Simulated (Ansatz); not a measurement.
Counting bonds and constraints in disordered Si₃N₄

A cell of 21 atoms, a random packing after short dynamics, relaxed. These are results of Ansatz, DFT PBE, scalar-relativistic, plane waves, PAW, not measurements.

Plane waves to 420 eV, a k mesh through Γ of 4×4×4 on the computed 21-atom cell and Gaussian smearing (0.02 eV); no spin polarisation.

```
Si N
1.0
     6.73967    0.14295    0.18109
     0.13185    6.73741    0.31754
     0.21761    0.35212    5.38042
Si N
9 12
Direct
  0.17207 0.68559 0.62757
  0.52557 0.95813 0.45178
  0.18910 0.31376 0.38117
  0.89752 0.62947 0.21219
  0.76586 0.27010 0.65630
  0.61158 0.60297 0.77182
  0.05440 0.27681 0.87346
  0.46022 0.14163 0.00904
  0.21029 0.85180 0.06134
  0.18971 0.42917 0.63832
  0.02341 0.38177 0.16523
  0.72122 0.05080 0.55881
  0.23403 0.08687 0.90374
  0.37360 0.15411 0.32453
  0.08349 0.77435 0.34218
  0.77115 0.52920 0.51989
  0.52917 0.87191 0.12770
  0.67072 0.71930 0.04199
  0.58067 0.34578 0.88126
  0.41948 0.76042 0.64622
  0.05619 0.72842 0.90496
```

Pairs within 1.2 times the summed covalent radii count as bonded, except two cations (other than C and H) that share an anion, which edge-sharing polyhedra bring close without a bond.

Task: Compare coordinations with the usual valences, and count constraints.

Result:
```
element usual valence atoms × bonds found
      N              3            1×2, 11×3
     Si              4        2×3, 6×4, 1×5
```

17 of 21 atoms have their usual valence (8 − N for groups 14 to 17, three for boron, one for hydrogen), 1 have more bonds and 3 fewer. The mean coordination is 3.33 against 3.43 by the rule. 6 % of the bonds join like atoms. Each atom with r bonds brings r/2 stretching and 2r − 3 bending constraints (no bending for r = 1): 5.33 per atom against 3 degrees of freedom, so by Maxwell counting the network is stressed rigid: without a crystal's symmetry not all bonds and angles can be satisfied, which shows as spread in angles.

Cost: 6 runs of about 32 core-minutes in all (earlier runs that led there not counted), on Arm Neoverse V2 (shared hosts).